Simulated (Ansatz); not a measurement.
NbP:
```
CELL_PARAMETERS angstrom
     -1.67001     1.67001     5.72530
      1.67001    -1.67001     5.72530
      1.67001     1.67001    -5.72530
ATOMIC_POSITIONS crystal
  Nb 0.99987 0.99987 0.00000
  Nb 0.74987 0.24987 0.50000
  P  0.58276 0.58276 0.00000
  P  0.33276 0.83276 0.50000
```

Relaxed with r²SCAN. Special points in fractions of this cell's reciprocal vectors: Γ (0.000, 0.000, 0.000); X (0.000, 0.000, 0.500); P (0.250, 0.250, 0.250); N (0.000, 0.500, 0.000); M (0.500, 0.500, -0.500); S (0.271, 0.729, -0.271); S0 (-0.271, 0.271, 0.271); R (-0.043, 0.043, 0.500); G (0.500, 0.500, -0.043).

Q: List the band energies nearest the Fermi level at these points for r²SCAN (plane waves, PAW; program Ansatz).

A: In eV from the Fermi level; about four levels below and three above (degenerate sets whole), none deeper than 8.9 eV; points with the same levels are listed once.

```json
[
 {"k": "Γ", "below": "-2.26 -1.82 -1.50 -1.50", "above": "0.87 1.68 2.82"},
 {"k": "X", "below": "-3.10 -3.10 -0.53 -0.53", "above": "3.16 3.16 3.24 3.24"},
 {"k": "P", "below": "-3.14 -3.14 -0.51 -0.51", "above": "3.17 3.17 3.23 3.23"},
 {"k": "N", "below": "-2.51 -2.05 -1.62 -0.18", "above": "0.08 1.39 2.61"},
 {"k": "M", "below": "-2.80 -2.80 -0.66 -0.66", "above": "1.25 1.25 2.45 2.45"},
 {"k": "S", "below": "-2.49 -2.37 -1.58 -0.15", "above": "0.09 1.73 2.55"},
 {"k": "R", "below": "-3.07 -3.07 -0.57 -0.57", "above": "2.93 2.93 3.34 3.34"}
]
```

Space group I4_1md. The r²SCAN relaxation kept the symmetry of its start. The run is not spin-polarised. A small band overlap can be real or an error of a semilocal functional. The Fermi level of a semimetal is unsure by some 0.05 eV on such meshes. Spin–orbit coupling is left out wherever it is not named.

Potentials: the earlier of the program's two PAW sets. The files were generated under PBE; for other functionals the program regenerates the frozen cores, and for LDA and PBEsol the local potential too.
